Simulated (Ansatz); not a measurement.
Eigenvalues along a path: SbP (zincblende type)

```xyz
2
Lattice="0.0000 3.1020 3.1020 3.1020 0.0000 3.1020 3.1020 3.1020 0.0000" Properties=species:S:1:pos:R:3 pbc="T T T"
Sb    0.0000    0.0000    0.0000
P     1.5510    1.5510    1.5510
```

The cell comes from a relaxation on PAW files under the same functional, begun from a prototype that needn't be the stable phase.

Computed with Ansatz 0.2.0; functional PBEsol, scalar-relativistic. Settings: a Γ-centred 11×11×11 k mesh, Fermi–Dirac smearing of 0.08 eV, no spin polarisation. Methods: LAPW: all electrons, basis error target 1 meV/atom.

Spin–orbit coupling is left out, which matters for the heavy atoms.

Path points, in fractions of the reciprocal vectors: Γ (0.000, 0.000, 0.000), X (-0.500, -0.500, 0.000), U (-0.375, -0.375, 0.250), K (-0.375, 0.000, 0.375), L (0.000, 0.000, 0.500), W (-0.500, -0.250, 0.250). The distance column jumps between branches of the path. Levels in eV from the Fermi level; bands 14 to 20, counted from the lowest band of the run. The gap is zero, the pressure 0.01 GPa.

```
# k(1/Å) point b14 b15 b16 b17 b18 b19 b20
0.000 Γ -12.95 -4.56 -2.19 -2.19 -2.19 0.60 0.60
0.145 - -12.89 -4.95 -2.37 -2.37 -1.83 0.45 0.86
0.289 - -12.71 -5.75 -2.78 -2.78 -1.13 0.10 1.48
0.434 - -12.41 -6.65 -3.22 -3.22 -0.52 -0.26 2.27
0.579 - -12.00 -7.56 -3.60 -3.60 -0.58 -0.19 3.13
0.723 - -11.49 -8.44 -3.89 -3.89 -0.75 -0.24 3.98
0.868 - -10.90 -9.25 -4.08 -4.08 -0.79 -0.45 4.71
1.013 X -10.46 -9.76 -4.14 -4.14 -0.75 -0.59 5.02
1.064 - -10.46 -9.76 -4.17 -4.13 -0.72 -0.55 4.97
1.115 - -10.46 -9.76 -4.26 -4.11 -0.67 -0.41 4.82
1.166 - -10.46 -9.75 -4.38 -4.08 -0.64 -0.15 4.62
1.217 - -10.47 -9.72 -4.51 -4.04 -0.62 0.18 4.40
1.269 - -10.51 -9.68 -4.64 -3.99 -0.59 0.56 4.17
1.320 - -10.56 -9.62 -4.75 -3.92 -0.56 0.97 3.94
1.371 U -10.64 -9.53 -4.84 -3.85 -0.53 1.39 3.73
1.991 K -10.64 -9.53 -4.84 -3.85 -0.53 1.39 3.73
2.144 - -11.00 -9.11 -4.91 -3.57 -0.49 2.26 3.11
2.298 - -11.46 -8.51 -4.68 -3.24 -0.58 2.28 2.40
2.451 - -11.94 -7.74 -4.22 -2.90 -0.83 1.73 1.77
2.605 - -12.36 -6.85 -3.61 -2.60 -1.17 1.21 1.27
2.758 - -12.68 -5.89 -2.95 -2.37 -1.55 0.84 0.90
2.912 - -12.88 -5.00 -2.41 -2.23 -1.95 0.65 0.68
3.065 Γ -12.95 -4.56 -2.19 -2.19 -2.19 0.60 0.60
3.191 - -12.91 -4.87 -2.26 -2.26 -2.07 0.69 0.70
3.316 - -12.77 -5.56 -2.42 -2.42 -1.92 0.94 0.94
3.441 - -12.56 -6.38 -2.62 -2.62 -1.95 1.23 1.23
3.566 - -12.27 -7.19 -2.81 -2.81 -2.07 1.48 1.48
3.692 - -11.95 -7.90 -2.96 -2.96 -2.20 1.63 1.63
3.817 - -11.67 -8.43 -3.05 -3.05 -2.29 1.70 1.70
3.942 L -11.55 -8.64 -3.08 -3.08 -2.33 1.71 1.71
4.045 - -11.51 -8.66 -3.46 -3.13 -1.92 1.67 1.81
4.147 - -11.42 -8.73 -3.99 -3.26 -1.29 1.58 2.11
4.249 - -11.27 -8.86 -4.41 -3.47 -0.71 1.51 2.53
4.352 - -11.06 -9.06 -4.67 -3.74 -0.19 1.51 2.76
4.454 - -10.82 -9.32 -4.78 -4.03 0.28 1.57 2.52
4.556 - -10.57 -9.59 -4.73 -4.32 0.68 1.58 2.26
4.658 W -10.43 -9.73 -4.59 -4.54 0.89 1.50 2.20
4.731 - -10.43 -9.73 -4.57 -4.52 0.79 1.18 2.53
4.803 - -10.43 -9.74 -4.51 -4.47 0.53 0.70 3.09
4.875 - -10.44 -9.74 -4.43 -4.40 0.21 0.24 3.66
4.948 - -10.45 -9.75 -4.33 -4.31 -0.16 -0.10 4.19
5.020 - -10.45 -9.76 -4.24 -4.22 -0.48 -0.36 4.62
5.093 - -10.46 -9.76 -4.16 -4.16 -0.68 -0.53 4.92
5.165 X -10.46 -9.76 -4.14 -4.14 -0.75 -0.59 5.02
```
